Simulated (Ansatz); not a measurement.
Suppose Tm₃F takes space group Fm-3m (No. 225), with Tm on 8c and 4a; F on 4b.

Level of theory: DFT PBE, scalar-relativistic, plane waves, PAW, and for the lanthanide a 4f-in-core norm-conserving potential, in Ansatz. Cutoff 690 eV, Γ-centred mesh, Gaussian smearing, no spin polarisation.

Formation energies are uncorrected and refer to the elements' standard structures at the same level (F₂ as a molecule).

Q: Give the relaxed lattice parameters and positions.

A:

Space group Fm-3m (No. 225). a = 7.499 Å, b = 7.499 Å, c = 7.499 Å, α = 90.00°, β = 90.00°, γ = 90.00°
```tsv
atom	site	symmetry	x	y	z
Tm	8c	-43m	0.2500	0.7500	0.7500
Tm	4a	m-3m	0.0000	0.0000	0.0000
F	4b	m-3m	0.5000	0.0000	0.0000
```

It has the BiF3 (D0_3) type. Around Tm on a site of symmetry -43m lie 4 F at 3.25 Å, 4 Tm at 3.25 Å and 6 Tm at 3.75 Å; Tm on a site of symmetry m-3m is surrounded by 8 Tm at 3.25 Å and 6 F at 3.75 Å; F has 8 Tm at 3.25 Å and 6 Tm at 3.75 Å.

Q: And its energy and gap?

A: The energy over the elements is −0.08 eV/atom and the gap on the 12×12×12 mesh of the 4-atom cell is 0 eV (a metal).

The last run used Gaussian smearing of 0.10 eV. Symmetry constrained the relaxation, so the result can be a saddle point. Another cell of Tm3F relaxed alike, in Amm2, lies 1.06 eV/atom lower, so this cell isn't the stable form at this level.

The lanthanide is trivalent by construction, without f bands, f moments or other valences. The reference runs of the other elements, and any phases without the lanthanide, used 420 eV, which shifts energies against them by under 10 meV/atom. The lanthanide's reference is the lowest of its hcp, dhcp and fcc cells.
